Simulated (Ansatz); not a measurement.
## Equation of state of iron, simple cubic

Theory: DFT, LDA (PW92), plane waves (420 eV) with PAW, scalar-relativistic in Ansatz 0.2.0. The PAW files were generated under PBE, with cores re-solved for the functional.

The cell is scaled uniformly from the relaxed one, with fractional coordinates and shape fixed. Energies are extrapolated to zero smearing, pressures are those at the given smearing. Magnetic state: spin not included. It is not the lowest magnetic state of this structure.

```json
{"V (Å³/atom)": "9.538", "E − E₀ (meV/atom)": "148.2", "P (GPa)": "42.69"}
{"V (Å³/atom)": "9.971", "E − E₀ (meV/atom)": "59.1", "P (GPa)": "25.23"}
{"V (Å³/atom)": "10.405", "E − E₀ (meV/atom)": "12.5", "P (GPa)": "11.22"}
{"V (Å³/atom)": "10.838", "E − E₀ (meV/atom)": "0.1", "P (GPa)": "-0.04"}
{"V (Å³/atom)": "11.272", "E − E₀ (meV/atom)": "15.0", "P (GPa)": "-9.09"}
{"V (Å³/atom)": "11.706", "E − E₀ (meV/atom)": "51.9", "P (GPa)": "-16.36"}
{"V (Å³/atom)": "12.139", "E − E₀ (meV/atom)": "106.5", "P (GPa)": "-22.18"}
```

**Question.** Fit a third-order Birch-Murnaghan equation.

**Answer.** V₀ = 10.80 Å³/atom, B₀ = 255 GPa, B₀′ = 4.4.
